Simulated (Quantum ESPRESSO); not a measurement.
```xyz
4
Lattice="1.4589 0.8423 5.1668 -1.4589 0.8423 5.1668 0.0000 -1.6846 5.1668" Properties=species:S:1:pos:R:3 pbc="T T T"
O      0.0000     0.0000     3.5361
O      0.0000     0.0000    11.9644
Na     0.0000     0.0000     0.0000
Co     0.0000     0.0000     7.7503
```

The PBEsol cell relaxed from Materials Project entry mp-18921 was given an isotropic strain of +1 % on all lattice vectors, and the atoms were relaxed again.

Question: What does PBEsol (pw.x of Quantum ESPRESSO, ONCV potentials, no spin-orbit coupling) give for the electronic structure near the Fermi level?

Answer: The PBEsol gap is 0.70 eV; at least one edge lies off the plotted path, at a point of the SCF mesh. The smallest direct gap is 0.78 eV. Another valence extremum on the path lies within 0.02 eV, too close to call. The 3d shell has no Hubbard U; the runs are without spin polarisation, and magnetic order was not tried.

The structure is a Materials Project entry; no match was found in the copy of COD used, and its stability was not checked.
